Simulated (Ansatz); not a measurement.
**Profile along the Zr–Zr line in Zr (hcp, Mg type)**

Zr (hcp, Mg type), conventional cell a = 3.232 Å, b = 3.232 Å, c = 5.174 Å, α = 90.00°, β = 90.00°, γ = 120.00°. The calculation uses the primitive cell of 2 atoms, to which meshes and values per cell refer.

Fields along a shortest Zr–Zr line of a (1 -1 0 0) plane (3.23 Å), from Zr to Zr, interpolated on the slice's grid (step about 0.3 Å). These are PBE (plane waves to 420 eV, PAW, scalar-relativistic; Ansatz, a program for electronic structure) values and carry that method's errors. k mesh 17×17×9. These are valence fields of a PAW run, semicore shells included where kept as valence: close to a nucleus they are smooth pseudo fields. The PAW data are Ansatz's earlier set. Zr is run without spin polarisation. Zr was relaxed with its symmetry unable to fall.

```
distance from Zr (Å)  valence electron density (e/Å³)  electron localisation function
--------------------  -------------------------------  ------------------------------
0.00                                             3.52                               x
0.16                                             3.88                               x
0.32                                             4.23                               x
0.48                                             3.85                               x
0.65                                             2.68                            0.78
0.81                                             1.45                            0.69
0.97                                             0.67                            0.42
1.13                                             0.34                            0.20
1.29                                             0.22                            0.16
1.45                                             0.18                            0.20
1.61                                             0.17                            0.24
1.78                                             0.18                            0.20
1.94                                             0.22                            0.16
2.10                                             0.34                            0.20
2.26                                             0.67                            0.42
2.42                                             1.45                            0.69
2.58                                             2.68                            0.78
2.75                                             3.85                               x
2.91                                             4.23                               x
3.07                                             3.88                               x
3.23                                             3.52                               x
```

x: too close to a nucleus for the ELF to mean much.

Density on the Zr–Zr line (3.23 Å) at its midpoint: 0.17 e/Å³. ELF at that point: 0.24.
